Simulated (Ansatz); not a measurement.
Taking Li out of LiMg₆Cd

Method: DFT r2SCAN, scalar-relativistic, plane waves, PAW in Ansatz 0.2.0.

Plane waves to 500 eV, a k mesh through Γ of 6×6×6 on the computed 8-atom cell and Gaussian smearing (0.10 eV); no spin polarisation for the host; each changed cell takes a mesh and smearing chosen by its own gap and starts from the host's moments or customary ones, or runs without spin. Cells and atoms are relaxed to the nearest stationary point that keeps the symmetry of their start (forces under 0.02 to 0.04 eV/Å, stress under 0.1 to 0.2 GPa); energies are at zero smearing, without zero-point or thermal terms.

Relaxed LiMg₆Cd (gap on the mesh 0 eV):

```
Li Mg Cd
1.0
     5.06375    0.00000    0.00000
     0.00000    3.13913    5.42597
     0.00000   -3.13913    5.42597
Li Mg Cd
1 6 1
Direct
  0.00000 0.83223 0.83223
  0.00000 0.33685 0.83228
  0.00000 0.83228 0.33685
  0.00000 0.33430 0.33430
  0.50000 0.16106 0.66708
  0.50000 0.66708 0.16106
  0.50000 0.16658 0.16658
  0.50000 0.66962 0.66962
```

Cases, by atom numbers of the cell above: (1) atom 1 removed.

Task: Give for each case the energy to move one Li into Li metal, the mean voltage and the change of the cell.

Result:
| case | formula | energy per Li (eV) | mean voltage against Li (V) | ΔV (%) | principal strains (%) | space group | gap (eV) |
| --- | --- | --- | --- | --- | --- | --- | --- |
| 1 | Mg6Cd | 0.81 | 0.81 | -3.4 | +19.9 -7.2 -13.3 | Amm2 | 0 |

Task: What happens when all Li is exchanged for K?

Result: The exchange against the metals takes 1.61 eV per ion, the volume changes by +20.5 % (Amm2, gap 0 eV), and the mean voltage of K over the emptied host is -0.79 V.

Emptied cells are the nearest stationary points that keep their symmetry and need not be the stable phases of those compositions. In an alloy the metal atoms rearrange easily as Li leaves, so real voltages are set by the stable phases and can be far lower. Voltages count 1 electron per Li.

In Mg6Cd, KMg6Cd a bond of the host changes by more than 0.6 Å or the volume by a third: the framework has rearranged or swollen or shrunk strongly, and the figure may no longer describe a topotactic step.

Cost: 3 runs of about 25 core-minutes in all, on Arm Neoverse V2 (shared hosts).